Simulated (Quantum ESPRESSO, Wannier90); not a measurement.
## Wannier functions of NbAs (I4₁md)

```xyz
4
Lattice="0.0000 -3.4665 0.0000 3.4665 0.0000 0.0000 -1.7333 1.7333 5.9050" Properties=species:S:1:pos:R:3 pbc="T T T"
Nb     1.7333    -1.7333    -0.0033
Nb    -1.7333     0.0000     2.9492
As     0.0000     0.0000    -0.9769
As     0.0000     1.7333     1.9756
```

Materials Project entry mp-2059; symmetrised, unrelaxed at this level. COD (Crystallography Open Database) has an entry of this formula and space group (matched by these alone). Computed values, not measurements, from PBEsol: Quantum ESPRESSO (norm-conserving PseudoDojo potentials, cutoff 68 Ry, spinors with spin-orbit coupling) on a Γ-centred 4×4×4 mesh, then Wannier90. Density: 10×10×10 mesh, cold smearing 0.01 Ry.

A tight-binding model is made by disentanglement and projection with no localisation steps (num_iter = 0), so the 52 orbitals stay atom-like: hydrogen-like Nb: s;p;d; As: s;p, axes along x, y, z; frozen window up to 3.00 eV relative to the Fermi level. It follows pw.x to 17 meV rms for states up to 1.0 eV relative to the Fermi level. Matrix elements depend on this choice of orbitals and windows.

Q: What are the on-site energies relative to the Fermi level, and how fast do the hoppings decay?

A: 
```
atom             orbitals  energy (eV)
----  -------------------  -----------
Nb1                 s↑ s↓         5.21
Nb1       pz↑ pz↓ py↑ py↓         9.37
Nb1               px↑ px↓         9.92
Nb1             dz2↑ dz2↓         0.72
Nb1   dxz↑ dxz↓ dxy↑ dxy↓         0.77
Nb1             dyz↑ dyz↓         0.80
Nb1       dx2-y2↑ dx2-y2↓         0.60
Nb2                 s↑ s↓         5.21
Nb2       pz↑ pz↓ px↑ px↓         9.37
Nb2               py↑ py↓         9.92
Nb2             dz2↑ dz2↓         0.72
Nb2   dxz↑ dxz↓ dxy↑ dxy↓         0.80
Nb2             dyz↑ dyz↓         0.77
Nb2       dx2-y2↑ dx2-y2↓         0.60
As3                 s↑ s↓        -7.98
As3               pz↑ pz↓         1.14
As3               px↑ px↓         1.31
As3               py↑ py↓         1.83
As4                 s↑ s↓        -7.98
As4               pz↑ pz↓         1.14
As4               px↑ px↓         1.83
As4               py↑ py↓         1.31
```

```
distance of the centres (Å)  largest modulus (eV)
---------------------------  --------------------
2–3                                           1.6
3–4                                           1.4
4–5                                          0.37
5–6                                          0.17
```
